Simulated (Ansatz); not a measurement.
TiSi2: gradients before and after relaxing the atoms

Start: a Materials Project structure (computed, not necessarily an observed phase), atoms as given.

Space group Cmcm (No. 63); a = 3.5302, b = 13.5186, c = 3.5652 Å.

| site | Wyckoff | site symmetry | x | y | z |
| --- | --- | --- | --- | --- | --- |
| Ti | 4c | m2m | 0.5000 | 0.6031 | 0.7500 |
| Si3 | 4c | m2m | 0.5000 | 0.9417 | 0.7500 |
| Si5 | 4c | m2m | 0.5000 | 0.2503 | 0.7500 |

One atom of each set is listed; the run and its k-mesh use a cell of 6 atoms with edges of 6.99, 6.99, 3.57 Å.

Computed with Ansatz: DFT, PBE, plane waves and PAW, scalar-relativistic, 420 eV cutoff, Γ-centred 10×10×9 k-points, Fermi–Dirac smearing 0.05 eV.

The largest force at the start is 0.18 eV/Å. Relaxing the ions at fixed cell moves them by 0.014 Å at most (atom 3, Si) and 0.008 Å rms.

```
site  moved (Å)                   first shell before                    first shell after  V_zz before (10²¹ V/m²)  η before
  Ti      0.001                 10 Si at 2.58–2.81 Å                 10 Si at 2.58–2.82 Å                    -0.84      0.19
 Si3      0.014  2 Si at 2.38 Å, 6 Ti at 2.58–2.81 Å  2 Si at 2.40 Å, 6 Ti at 2.58–2.82 Å                     4.03      0.25
 Si5      0.001  4 Si at 2.51 Å, 4 Ti at 2.66–2.67 Å  4 Si at 2.51 Å, 4 Ti at 2.66–2.67 Å                    -2.08      0.04
```

Question: How do the gradients change?

Answer: 

```csv
site,V_zz after,η after,change of V_zz
Ti,-0.79,0.23,+0.05
Si3,4.21,0.26,+0.18
Si5,-2.03,0.06,+0.05
```

The largest change of V_zz is on Si3, from 4.03 to 4.21. In per cent, |V_zz| changes by -3 to +4 on Si (all sites that start above 2).

The run finds no gap above 0.1 eV (a metal, or nearly one), so the gradients can move by 10 % or more with the k-mesh.
